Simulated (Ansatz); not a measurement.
Rb$_{2}$H$_{6}$Pt in space group Fm-3m (No. 225; Rb on 8c, H on 24e, Pt on 4a), plane-wave PAW r²SCAN (Ansatz code). The conduction-band minimum lies at X, with 3 equivalent valleys. Second derivatives d²E/dk² of the lowest band at one valley (eV·Å²), along Cartesian directions:

```csv
direction,d²E/dk²
[100],14.62
[010],9.847
[001],9.847
[110],12.23
[101],12.23
[011],9.851
```

**Question.** Find the principal effective masses, the density-of-states mass and the conductivity mass.

**Answer.** Off-diagonal terms follow from H_xy = H[110] − (H_xx + H_yy)/2, and m*/mₑ = 7.620 eV·Å² over each eigenvalue: 0.52, 0.77, 0.77. One valley's DOS mass (m₁m₂m₃)^(1/3) = 0.68, conductivity mass 3/(Σ 1/mᵢ) = 0.67 mₑ.

**Question.** What effective density of states Nc follows at 300 K for parabolic valleys?

**Answer.** Nc = 2.509e19 × 3 × (0.68)^(3/2) ≈ 4.2e19 cm⁻³.

The workflow started from a Materials Project entry (that database holds measured and hypothetical structures alike); the Crystallography Open Database copy checked does not list it. Whether it is the stable phase at ambient conditions was not checked. The r²SCAN relaxation kept the symmetry of its start; its stability against distortions is not shown here. The run is not spin-polarised. Scalar-relativistic: spin–orbit coupling is off unless named, which matters more the heavier the elements.

Potentials: the later of the program's two PAW sets.

Edges and masses are those of Kohn–Sham bands, whose gap is no quasiparticle gap.
